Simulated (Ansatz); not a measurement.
SiMo2C in space group P6_3/mmc (No. 194; Si on 2d, Mo on 4f, C on 2a) at seven volumes, DFT-PBEsol in the program Ansatz with PAW potentials, shape and atoms relaxed at each. One row is withheld.

```
V (Å³/atom)  P (GPa)
-----------  -------
11.459         26.61
11.837         16.73
12.214             ?
12.592          0.00
12.970         -6.69
13.348        -12.32
13.725        -17.12
```

### Question
Fit the shown pressures and predict the withheld one.

### Answer
Third-order Birch–Murnaghan: P = (3/2)B₀(x^(7/2) − x^(5/2))[1 + (3/4)(B′ − 4)(x − 1)] with x = (V₀/V)^(2/3). Least squares on the six rows gives V₀ = 12.594 Å³/atom, B₀ = 236.2 GPa, B′ = 3.83. At V = 12.214, x = 1.0206 and P = 7.67 GPa. The run itself gave 7.74 GPa.

The start of the workflow was typed in or built on a structure type; neither database checked (COD, Materials Project) lists it. Its standing as an ambient phase is unchecked. Symmetry was held in the PBEsol relaxation; its stability against distortions is not shown here. The run is not spin-polarised.

Potentials: the earlier of the program's two PAW sets. The files were generated under PBE; for other functionals the program regenerates the frozen cores, and for LDA and PBEsol the local potential too.
